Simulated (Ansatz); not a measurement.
MoS2:
```
MoS2
1.0
    1.58812     0.91690     6.22378
   -1.58812     0.91690     6.22378
    0.00000    -1.83380     6.22378
Mo S
1 2
Direct
  0.99977   0.99977   0.99977
  0.41626   0.41626   0.41626
  0.24999   0.24999   0.24999
```

Cartesian axes are those of the cell as given.

### Question
Give the high-frequency dielectric tensor and the Born effective charge tensors of the independent atoms from DFPT, DFT-r²SCAN+D4 in the program Ansatz with PAW potentials.

### Answer

ε∞:
```
14.7  0.00  0.00
0.00  14.7  0.00
0.00  0.00  5.77
```
Z* of atom 1 (Mo), rows: field, columns: displacement, in e:
```
-0.86   0.00   0.00
 0.00  -0.86   0.00
 0.00   0.00  -0.50
```
Z* of atom 2 (S), rows: field, columns: displacement, in e:
```
0.42  0.00  0.00
0.00  0.42  0.00
0.00  0.00  0.22
```
Z* of atom 3 (S), rows: field, columns: displacement, in e:
```
0.44  0.00  0.00
0.00  0.44  0.00
0.00  0.00  0.28
```

Static charges for comparison (Bader): Mo1 +1.31, S2 -0.66, S3 -0.66 e. Born charges measure polarisation by displacement and can exceed these by far.

Space group R3m. Symmetry was held in the r²SCAN+D4 relaxation. The run is not spin-polarised. Scalar-relativistic: spin–orbit coupling is off unless named, which matters more the heavier the elements.

Potentials: the earlier of the program's two PAW sets.
